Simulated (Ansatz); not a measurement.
The relaxed structure here is a generated cell of V: the first start was made by a random draw of sites in a space group, and the end was not matched to a known phase here, so it may be hypothetical. Known forms of V include space group No. 229.

The end point of a relaxation of V. Space group Fddd (No. 70), AFLOW prototype A_oF8_70_a. The numbers are results of r2SCAN (plane waves to 500 eV, PAW, scalar-relativistic; Ansatz, a first-principles code), not measurements.

Space group Fddd, origin choice 1 (No. 70); a = 2.4124 Å, b = 4.9850 Å, c = 8.9313 Å, α = 90.00°, β = 90.00°, γ = 90.00°

```json
[
 {"atom": "V", "site": "8a", "symmetry": "222", "x": "0.0000", "y": "0.0000", "z": "0.0000"}
]
```
(The calculation used a cell of 2 atoms; values per cell refer to that cell.)

```yaml
volume_per_atom: 13.43 Å³
band_gap: zero (metallic)
magnetic_moment: zero (the starting moments vanished)
shortest_distances: V–V 2.41 Å
k-mesh: 19×19×19
```

Band energies at high-symmetry points (eV from the Fermi level; labels of this space group; no spin-orbit coupling), from −5 eV up to 1.4 eV:

```json
[
 {"point": "Γ", "energies": "-3.49 -0.87 -0.83 0.47 0.76 0.83"},
 {"point": "Y", "energies": "-2.75 -2.75 -1.61 -1.61 -1.22 -1.22"},
 {"point": "T", "energies": "-3.53 -3.53 -1.83 -1.83 0.87 0.87"},
 {"point": "Z", "energies": "-0.90 -0.90 -0.39 -0.39"},
 {"point": "Σ0", "energies": "-2.26 -1.75 -1.66 -1.25 -0.54 -0.10"},
 {"point": "U0", "energies": "-2.26 -1.75 -1.66 -1.25 -0.54 -0.10"},
 {"point": "C0", "energies": "-2.15 -2.15 -2.00 -2.00 0.61 0.61"},
 {"point": "A0", "energies": "-2.15 -2.15 -2.00 -2.00 0.61 0.61"}
]
```

No spin polarisation in the result: the starting moments vanished.

The run could not lose the symmetry of its start: the end is stationary, and may be a saddle point rather than a minimum.
